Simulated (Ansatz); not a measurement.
Sr₂CaWO₆:
```
Sr2CaWO6
1.0
   -2.86128     2.86128     4.16090
    2.86128    -2.86128     4.16090
    2.86128     2.86128    -4.16090
Sr Ca W O
2 1 1 6
Direct
  0.25000   0.75000   0.50000
  0.75000   0.25000   0.50000
  0.50000   0.50000   0.00000
  0.00000   0.00000   0.00000
  0.83863   0.70569   0.54431
  0.16137   0.29431   0.45569
  0.70569   0.16137   0.86706
  0.29431   0.83863   0.13294
  0.23147   0.23147   0.00000
  0.76853   0.76853   0.00000
```

DFT-PBEsol in the program Ansatz with PAW potentials gives a gap of 3.05 eV without spin–orbit coupling, maximum off the standard path, at k = (-0.094, 0.427, -0.010), minimum at X.

Task: What happens when spin–orbit coupling is switched on?

Result: The gap falls by 0.02 eV, to 3.03 eV; maximum off the standard path, at k = (-0.094, 0.427, -0.010), minimum at X.

Task: Give the electron effective mass with spin–orbit coupling.

Result: 0.61, 0.74, 4.2 mₑ (principal values).

Task: Give the hole effective mass with spin–orbit coupling.

Result: 1.4, 3.1, 6.1 mₑ (principal values).

Space group I4/m. The first step of the workflow began from a Materials Project structure, measured or hypothetical; the Crystallography Open Database copy checked does not list it. COD files the formula under space group No. 14, so this cell is another polymorph or a model. Its standing as an ambient phase is unchecked. Symmetry was held in the PBEsol relaxation; its stability against distortions is not shown here. No spin polarisation was allowed. No Hubbard U is applied.

Potentials: the later of the program's two PAW sets.
